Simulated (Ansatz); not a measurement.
IrO2:
```xyz
6
Lattice="4.5283 0.0000 0.0000 0.0000 4.5283 0.0000 0.0000 0.0000 3.1808" Properties=species:S:1:pos:R:3 pbc="T T T"
Ir     0.0000     0.0000     0.0000
Ir     2.2641     2.2641     1.5904
O      1.3972     1.3972     0.0000
O      0.8669     3.6614     1.5904
O      3.1310     3.1310     0.0000
O      3.6614     0.8669     1.5904
```

Relaxed with DFT-PBE in the program Ansatz with PAW potentials. Indices refer to the conventional cell of P4_2/mnm, a = b = 4.528 Å, c = 3.181 Å, α = β = γ = 90.00°.

Simulate the powder diffraction pattern (Cu Kα, λ = 1.54184 Å; lines above 1 %) up to 2θ = 90°.

Simulated powder pattern, Cu Kα, λ = 1.54184 Å (kinematic, ideal powder, no thermal factors, no anomalous dispersion; the 30 strongest lines at most, above 1 %, up to 2θ = 90°):

```csv
2θ (°),d (Å),I/Imax (%),hkl
27.86,3.202,100,(110)
34.46,2.603,97,(101)
39.81,2.264,29,(200)
39.95,2.257,1.6,(111)
53.65,1.708,70,(211)
57.57,1.601,15,(220)
57.99,1.590,8.3,(002)
65.14,1.432,17,(310)
65.54,1.424,19,(112)
68.85,1.364,19,(301)
72.65,1.301,11,(202)
82.59,1.168,17,(321)
85.84,1.132,4.6,(400)
86.20,1.128,10,(222)
```

Symmetry was held in the PBE relaxation; of distortions, only those at the zone centre were tested. No spin polarisation was allowed. Scalar-relativistic: spin–orbit coupling is off unless named, which matters more the heavier the elements.

Potentials: the later of the program's two PAW sets.
